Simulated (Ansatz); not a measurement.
In3Ru:
```yaml
crystal:
  lattice:
    - [7.02200, 0.00000, 0.00000]
    - [0.00000, 7.02200, 0.00000]
    - [0.00000, 0.00000, 7.29822]
  atoms:
    - { symbol: In, position: [0.15520, 0.15520, 0.26360] }
    - { symbol: In, position: [0.84480, 0.84480, 0.73640] }
    - { symbol: In, position: [0.34480, 0.65520, 0.76360] }
    - { symbol: In, position: [0.65520, 0.34480, 0.23640] }
    - { symbol: In, position: [0.84480, 0.84480, 0.26360] }
    - { symbol: In, position: [0.15520, 0.15520, 0.73640] }
    - { symbol: In, position: [0.65520, 0.34480, 0.76360] }
    - { symbol: In, position: [0.34480, 0.65520, 0.23640] }
    - { symbol: In, position: [0.50000, 0.00000, 0.00000] }
    - { symbol: In, position: [0.50000, 0.00000, 0.50000] }
    - { symbol: In, position: [0.00000, 0.50000, 0.50000] }
    - { symbol: In, position: [0.00000, 0.50000, 0.00000] }
    - { symbol: Ru, position: [0.65599, 0.65599, 0.00000] }
    - { symbol: Ru, position: [0.34401, 0.34401, 0.00000] }
    - { symbol: Ru, position: [0.84401, 0.15599, 0.50000] }
    - { symbol: Ru, position: [0.15599, 0.84401, 0.50000] }
```

r²SCAN (plane waves, PAW; program Ansatz) gives a gap of 0.38 eV without spin–orbit coupling, maximum on the A–Z line, 12 % of the way from A, minimum on the Γ–Z line, 78 % of the way from Γ.

What happens when spin–orbit coupling is switched on?

The gap stays essentially unchanged, to 0.38 eV; maximum on the A–Z line, 12 % of the way from A, minimum on the Γ–Z line, 78 % of the way from Γ.

Give the electron effective mass with spin–orbit coupling.

0.53, 0.93, 0.93 mₑ (principal values).

Give the hole effective mass with spin–orbit coupling.

0.22, 0.24, 1.3 mₑ (principal values).

Space group P4_2/mnm. The first step of the workflow began from a Materials Project structure, measured or hypothetical; the Crystallography Open Database copy checked does not list it. Whether it is the stable phase at ambient conditions was not checked. Symmetry was held in the r²SCAN relaxation; its stability against distortions is not shown here. No spin polarisation was allowed.

Potentials: the later of the program's two PAW sets.
